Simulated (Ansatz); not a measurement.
YSbO$_{4}$ in space group P-1 (No. 2; Pearson symbol aP24), PBE (plane waves, PAW; program Ansatz), all energies at zero smearing, with the estimated change up to a 700 eV cutoff added, with one set of potentials and settings (totals compare only within such a set). Cell of 24 atoms (4 Y, 4 Sb, 16 O): -50429.181 eV.

```tsv
element	reference phase	E (eV/atom)
Y	P6_3/mmc, 2 atoms in the cell	-3848.6897
Sb	R-3m, 2 atoms in the cell	-6484.5760
O	C2/m, 4 atoms in the cell, spin-polarised	-565.0042
```

Formation energy per atom, worked out: (-50429.181 − 4×(-3848.6897) − 4×(-6484.5760) − 16×(-565.0042))/24 = -2.335 eV/atom (-225 kJ per mol of atoms), at 0 K, without zero-point energy or fitted corrections.

The first step of the workflow began from a Materials Project structure, measured or hypothetical; the Crystallography Open Database copy checked does not list it. Entries of such low symmetry are often ordered models of mixed-site phases. Whether it is the stable phase at ambient conditions was not checked. Symmetry was held in the PBE relaxation; its stability against distortions is not shown here. The run is not spin-polarised. The references are the lowest solids computed at this level, not always the standard phases (solids in place of the gases). Scalar-relativistic: spin–orbit coupling is off unless named, which matters more the heavier the elements.

Potentials: the earlier of the program's two PAW sets.
